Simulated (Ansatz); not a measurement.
# Stability checks on a candidate for Al3Co2Ni

The structure comes from a generated guess, relaxed at this level; another structure or a mixture of phases may lie lower.

These are results of Ansatz 0.2.0, DFT PBE, scalar-relativistic, plane waves, PAW, not measurements. Plane waves to 420 eV, a 14×14×6 mesh through Γ for the 6-atom cell and 0.10 eV Gaussian smearing; collinear spin.

```cif
data_structure
_symmetry_space_group_name_H-M 'P 1'
_symmetry_Int_Tables_number 1
_cell_length_a 2.8749
_cell_length_b 2.8749
_cell_length_c 8.5684
_cell_angle_alpha 90.000
_cell_angle_beta 90.000
_cell_angle_gamma 90.000
_cell_volume 70.82
loop_
_atom_site_label
_atom_site_type_symbol
_atom_site_fract_x
_atom_site_fract_y
_atom_site_fract_z
_atom_site_occupancy
Al1 Al 0.50000 0.50000 0.83020 1
Al2 Al 0.50000 0.50000 0.50000 1
Al3 Al 0.50000 0.50000 0.16981 1
Co1 Co 0.00000 0.00000 0.66720 1
Co2 Co 0.00000 0.00000 0.33280 1
Ni1 Ni 0.00000 0.00000 0.00000 1
```

The zero of energy is the elements' standard structures at the same level; no fitted shifts are applied.

Question: These tests were run: energy against the elements; phonons at Γ. What do they show?

Answer:

```csv
test,result
energy against the elements,−0.60 eV/atom
phonons at Γ,lowest optical mode 157 cm⁻¹
```

It fails none of these tests. Whether a mixture of other phases lies lower isn't tested here. Phonons away from Γ weren't computed.

The magnetic state reached may not be the lowest. The run for the phonons used a 16×16×6 k mesh and Gaussian smearing of 0.20 eV. The cell carries site moments Co -0.3 (×2) μB.
